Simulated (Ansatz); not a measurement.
**Response of Sb to small distortions**

```yaml
crystal:
  lattice:
    - [3.36900, 0.00000, 0.00000]
    - [-1.68450, 2.91764, 0.00000]
    - [0.00000, 0.00000, 5.33000]
  atoms:
    - { symbol: Sb, position: [0.33333, 0.66667, 0.25000] }
    - { symbol: Sb, position: [0.66667, 0.33333, 0.75000] }
```

Atom numbers follow the list: Sb1, Sb2.

The cell is COD entry 1539203, as deposited and not checked against the literature; nothing was relaxed.

Spin–orbit coupling is left out, though it moves levels of the heavy atoms by tenths of an eV or more.

Theory: DFT, PBEsol, PAW with Ansatz's default frozen-core files, scalar-relativistic (Ansatz 0.2.0).

Numerical set-up: a Γ-centred 12×12×7 k mesh, Fermi–Dirac smearing of 0.05 eV, cutoff 420 eV, no spin polarisation; the PAW files were made with PBE, and the program remakes their frozen cores for this functional.

The unchanged cell is at -0.15 GPa.

In a metal, stresses and small energies carry noise from the k mesh.

x, y and z are the Cartesian axes of the cell as listed; fractional coordinates follow a strain, and an engineering shear is twice the off-diagonal strain component.

Problem. With this change (equal xy, yz and zx engineering shear strains of -2 %), what becomes of the energy and stress and forces?

Solution. Energy change -0.3 meV/atom; stress change (xx, yy, zz, yz, xz, xy) -0.10, 0.02, 0.13, 0.10, 0.08, -0.28 GPa, compression positive; change of the force on Sb1 (0.029, -0.001, -0.002) eV/Å.

Problem. With this change (equal xy, yz and zx engineering shear strains of +1 %), what becomes of the energy and stress and forces?

Solution. Energy change 0.0 meV/atom; stress change (xx, yy, zz, yz, xz, xy) -0.01, -0.02, 0.03, -0.07, -0.07, 0.10 GPa, compression positive; change of the force on Sb2 (0.015, 0.001, 0.001) eV/Å.

Problem. With this change (equal xy, yz and zx engineering shear strains of +3 %), what becomes of the energy and stress and forces?

Solution. Energy change +0.3 meV/atom; stress change (xx, yy, zz, yz, xz, xy) -0.20, 0.04, 0.31, -0.29, -0.25, 0.27 GPa, compression positive; change of the force on Sb2 (0.028, 0.006, 0.008) eV/Å.

Problem. With this change (equal xy, yz and zx engineering shear strains of -3 %), what becomes of the energy and stress and forces?

Solution. Energy change -0.4 meV/atom; stress change (xx, yy, zz, yz, xz, xy) -0.22, 0.07, 0.33, 0.23, 0.19, -0.39 GPa, compression positive; change of the force on Sb1 (0.044, -0.003, -0.001) eV/Å.

With equal xy, yz and zx engineering shear strains of -1 %: energy change -0.1 meV/atom; stress change (xx, yy, zz, yz, xz, xy) -0.02, -0.03, 0.04, 0.02, 0.01, -0.16 GPa, compression positive; change of the force on Sb1 (0.016, -0.001, -0.001) eV/Å.

Problem. With this change (equal xy, yz and zx engineering shear strains of +2 %), what becomes of the energy and stress and forces?

Solution. Energy change +0.1 meV/atom; stress change (xx, yy, zz, yz, xz, xy) -0.08, -0.01, 0.12, -0.15, -0.14, 0.23 GPa, compression positive; change of the force on Sb2 (0.025, 0.004, 0.005) eV/Å.
